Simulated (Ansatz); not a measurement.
# W2B: enthalpy against pressure

W2B, I4/mcm, a = 5.536 Å, c = 4.751 Å. The structure is a COD entry; whether it is the stable form wasn't checked. Ansatz: PBEsol, PAW, 420 eV, Γ-centred 10×10×10 mesh on 6 atoms, Gaussian smearing 0.10 eV; no spin polarisation. Cell and atoms are relaxed at each pressure, and no other structure is tried, so the rows at high pressure may lie past a change of phase. y is the enthalpy over the state at zero pressure; there V0 = 12.134 Å³/atom. The pressures are the targets, met within 0.03 GPa.

| P (GPa) | y (eV/atom) |
| --- | --- |
| -2.0 | -0.1519 |
| 0.0 | 0.0000 |
| 2.0 | 0.1510 |
| 5.0 | ? |
| 10.0 | 0.7469 |
| 20.0 | 1.4749 |
| 40.0 | 2.8820 |

Fit y = c1 P + c2 P² + c3 P³ to the other rows, say what c1 and c2 mean, and predict the missing value.

Least squares on the rows shown. y = 0.075710 P − 0.00010509 P² + 3.3961×10⁻⁷ P³. Since dH/dP = V, c1 is V0: 0.075710 eV/GPa × 160.2 = 12.129 Å³ against 12.134; c2 = −V0/(2B0) gives B0 = 360 GPa, where a Birch–Murnaghan fit to the volumes of the same runs (not shown) gives 348 GPa. At P = 5.0 the fit asked for gives 0.3760 eV/atom. The run gave 0.3760 eV/atom, the same to the digits shown.

Spin–orbit coupling is left out, which can shift energies with elements as heavy as these.